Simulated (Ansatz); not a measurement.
## Map of one atom of the cell for Al2Cu (Al2Cu type, space group I4/mcm)

Relaxed Al2Cu (Al2Cu type, space group I4/mcm):

```xyz
6
Lattice="-3.0298 3.0298 2.4373 3.0298 -3.0298 2.4373 3.0298 3.0298 -2.4373" Properties=species:S:1:pos:R:3 pbc="T T T"
Al     0.9591     3.9889     0.0000
Al     0.9591     2.0707     2.4373
Al     2.0707     0.9591     0.0000
Al     2.0707    -0.9591     2.4373
Cu     0.0000     0.0000     1.2186
Cu     0.0000     0.0000     3.6559
```

In this cell atom 1 (Al, nearest neighbour Cu at 2.587 Å; its periodic images, 4.9 Å or more away, move with it) is moved by u·(1.000, 0.000, 0.000) + v·(0.000, 1.000, 0.000); the rest is frozen.

The numbers are results of PBE (plane waves to 420 eV, PAW, scalar-relativistic; Ansatz, a first-principles code), not measurements. k mesh 10×10×10 (Γ-centred), Fermi-Dirac smearing 0.05 eV. Energies are smeared free energies. Points where atoms come too close for the PAW data are left out (x in tables, blank in figures). With partly filled bands, energies and forces of such displacements shift with the k mesh and the smearing. Fu and Fv are the components of the force on the atom. Al2Cu is run without spin polarisation. Al2Cu was relaxed with its symmetry unable to fall. ΔE is measured from the undisplaced structure. Axes are in Å.

ΔE (eV/cell), with u across and v down:

| v \ u | -0.850 | -0.567 | -0.283 | 0.000 | 0.283 | 0.567 | 0.850 |
|---|---|---|---|---|---|---|---|
| -0.850 | x | x | 3.114 | 1.802 | 2.036 | 3.893 | x |
| -0.567 | x | 3.296 | 1.488 | 0.789 | 1.113 | 2.706 | x |
| -0.283 | 3.114 | 1.488 | 0.534 | 0.202 | 0.530 | 1.760 | x |
| 0.000 | 1.802 | 0.789 | 0.202 | 0.000 | 0.230 | 1.066 | 2.841 |
| 0.283 | 2.036 | 1.113 | 0.530 | 0.230 | 0.254 | 0.723 | 1.900 |
| 0.567 | 3.893 | 2.706 | 1.760 | 1.066 | 0.723 | 0.850 | 1.691 |
| 0.850 | x | x | x | 2.841 | 1.900 | 1.691 | 2.377 |

Fu (eV/Å), with u across and v down:

```
v \ u   -0.850  -0.567  -0.283  0.000  0.283   0.567  0.850
------  ------  ------  ------  -----  -----  ------  -----
-0.850       x       x    7.76   1.78  -3.48  -10.01      x
-0.567       x    8.60    4.30   0.69  -3.12   -8.51      x
-0.283    6.96    4.52    2.25   0.08  -2.53   -6.45      x
0.000     4.45    2.78    1.39   0.01  -1.74   -4.36  -8.44
0.283     4.09    2.58    1.56   0.53  -0.77   -2.69  -5.89
0.567     4.85    3.71    2.95   1.89   0.47   -1.50  -4.74
0.850        x       x       x   4.49   2.09   -0.69  -4.43
```

Summary:

Principal force constants in the plane (five-point differences of the forces): 4.5 and 6.0 eV/Å². Softest direction at the centre: 45° from u towards v. Centre of the map: a minimum. Lowest place on the grid: u = 0.000 Å, v = 0.000 Å (0 meV/cell).

The 49 points together took very roughly 30 core-minutes.

(For displaced atoms, the force is minus the slope of the energy, and its curvature is a force constant, which sets phonon frequencies.)
